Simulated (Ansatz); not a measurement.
The calculation used DFT PBE, scalar-relativistic, plane waves, PAW in Ansatz. All cells share a 420 eV cutoff and Γ-centred k meshes spaced at most about 0.3 Å⁻¹ (about 0.25 or finer for metals, 2π included). No spin polarisation in the final relaxations.

These are static total energies at zero pressure.

Two forms of ScIn3Rh were relaxed alike.

A. Space group C2 (No. 5), monoclinic, a = 8.571 Å, b = 5.777 Å, c = 9.283 Å, β = 90.2°. Sc is surrounded by 2 Rh at 2.72–2.74 Å and 9 In at 3.07–3.33 Å; In on its first site is surrounded by 2 Rh at 2.67–2.73 Å, 5 In at 3.20–3.30 Å, 3 Sc at 3.23–3.29 Å and 1 In at 3.60 Å; around In on its second site lie 2 Rh at 2.66–2.72 Å, 4 In at 3.16–3.25 Å, 3 Sc at 3.22–3.33 Å and 2 In at 3.44–3.61 Å; around In on its third site lie 2 Rh at 2.85–2.87 Å, 3 Sc at 3.07–3.18 Å and 6 In at 3.16–3.61 Å; around Rh on its first site lie 6 In at 2.66–2.87 Å and 2 Sc at 2.72 Å; 1 more site not described.

B. Space group Pm-3m (No. 221), cubic, a = 5.062 Å. Sc has 12 In at 3.58 Å; around In lie 2 Rh at 2.53 Å, 4 Sc at 3.58 Å and 8 In at 3.58 Å; around Rh lie 6 In at 2.53 Å.

Task: Which would you expect to be lower, and how large is the difference?

Result: A is lower, by 0.36 eV/atom. A has space group C2 (No. 5), 23.0 Å³/atom and no gap on its mesh; B has the antiperovskite type, space group Pm-3m (No. 221), 25.9 Å³/atom and no gap. Counting all near atoms (those within 1.25 times the shortest distance at each site; a plus sign parts nearer from farther groups; a slash parts the counts of unlike sites), A has Sc 2+9, In 2+7/9/2+8, Rh 8 and B has Sc 12+8, In 2, Rh 6. The denser one is the lower, and pressure would at first widen the difference. Both come from invented guesses.

Cells relaxed within their symmetry can be saddle points.
